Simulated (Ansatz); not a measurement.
Relaxed-ion elastic tensor of Nb₂CS in space group P6_3/mmc (No. 194; Nb on 4f, C on 2a, S on 2d) in GPa (Voigt order), r²SCAN (plane waves, PAW; program Ansatz); density 6.91 g/cm³, 13.81 Å³ per atom.

|  | 1 | 2 | 3 | 4 | 5 | 6 |
|---|---|---|---|---|---|---|
| 1 | 302 | 107 | 159 | 0.0 | 0.0 | 0.0 |
| 2 | 107 | 302 | 159 | 0.0 | 0.0 | 0.0 |
| 3 | 159 | 159 | 333 | 0.0 | 0.0 | 0.0 |
| 4 | 0.0 | 0.0 | 0.0 | 121 | 0.0 | 0.0 |
| 5 | 0.0 | 0.0 | 0.0 | 0.0 | 121 | 0.0 |
| 6 | 0.0 | 0.0 | 0.0 | 0.0 | 0.0 | 97.3 |

Task: Is the crystal mechanically stable?

Result: Yes: the smallest eigenvalue of C is 97.3 GPa.

Task: Work out the Voigt, Reuss and Hill averages.

Result: K_V = 198, K_R = 195, K_H = 197; G_V = 102, G_R = 98.1, G_H = 100.0 GPa.

Task: Give Young's modulus, Poisson's ratio, Pugh's ratio and the universal anisotropy index.

Result: E = 9KG/(3K + G) = 256 GPa; ν = 0.28; K/G = 1.97 (ductile by the Pugh limit of 1.75); A_U = 5G_V/G_R + K_V/K_R − 6 = 0.21.

Task: Estimate the sound speeds and the Debye temperature.

Result: v_l = √((K + 4G/3)/ρ) = 6910 m/s, v_t = √(G/ρ) = 3800 m/s, mean 4240 m/s; Θ = (h/k)(3n/4πV)^(1/3) v_m = 526 K.

Task: Solve the Christoffel equation for the three sound speeds along x, y, z.

Result: Eigenvalues of C_ijkl n_j n_l equal ρv². In km/s, slowest first: x 3.75, 4.18, 6.61; y 3.75, 4.18, 6.61; z 4.18, 4.18, 6.95.

Task: How much does each axis shrink under pressure?

Result: Linear compressibilities β_i = Σ_j S_ij (j = 1 to 3): x 2.0, y 2.0, z 1.1 per TPa.

The first step of the workflow began from a Materials Project structure, measured or hypothetical; the Crystallography Open Database copy checked does not list it. Its standing as an ambient phase is unchecked. Symmetry was held in the r²SCAN relaxation; whether a distortion lowers the energy is not shown. The run is not spin-polarised. As this level gives no gap, shear constants depend on the k-mesh and smearing (Fermi–Dirac, 0.1 eV here).

Potentials: the later of the program's two PAW sets.
